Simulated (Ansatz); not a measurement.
PbTe (rock salt)

```
CELL_PARAMETERS angstrom
      0.00000     3.28470     3.28470
      3.28470     0.00000     3.28470
      3.28470     3.28470     0.00000
ATOMIC_POSITIONS crystal
  Te 0.00000 0.00000 0.00000
  Pb 0.50000 0.50000 0.50000
```

Scan: atom 2 (Pb, nearest neighbour Te at 3.285 Å; its periodic images, 4.6 Å or more away, move with it) is displaced along Cartesian [111], direction (0.577, 0.577, 0.577) in Cartesian axes, by s. The other atoms stay.

Calculation: PBE (plane waves to 420 eV, PAW, scalar-relativistic; Ansatz, an electronic-structure program). k mesh 7×7×7 (Γ-centred), Fermi-Dirac smearing 0.05 eV. Energies are smeared free energies. Stress and pressure are positive under compression. F∥ is the force on the atom along that direction. PbTe was relaxed with its symmetry unable to fall. Spin-orbit coupling is left out, though Pb and Te are heavy. The PAW data are Ansatz's earlier set. ΔE is measured from the undisplaced structure.

| s (Å) | ΔE (eV/cell) | F∥ (eV/Å) | P (GPa) |
|---|---|---|---|
| -0.990 | 0.874 | 2.138 | 8.92 |
| -0.792 | 0.488 | 1.712 | 6.04 |
| -0.594 | 0.209 | 1.085 | 3.53 |
| -0.396 | 0.057 | 0.475 | 1.60 |
| -0.198 | 0.006 | 0.093 | 0.40 |
| 0.000 | 0.000 | 0.000 | -0.01 |
| 0.198 | 0.006 | -0.093 | 0.40 |
| 0.396 | 0.057 | -0.475 | 1.60 |
| 0.594 | 0.209 | -1.085 | 3.53 |
| 0.792 | 0.488 | -1.712 | 6.04 |
| 0.990 | 0.874 | -2.138 | 8.92 |

Summary:

Energy at s = 0.990 Å: 874 meV/cell
Force along the line at s = -0.990 Å: 2.14 eV/Å
Symmetry of the curve: even: the same for both signs
Shape of the curve: a single well with its minimum at or next to zero displacement

(A displaced cell: forces are minus the slopes of the energy, force constants its curvatures, and phonons follow from these.)
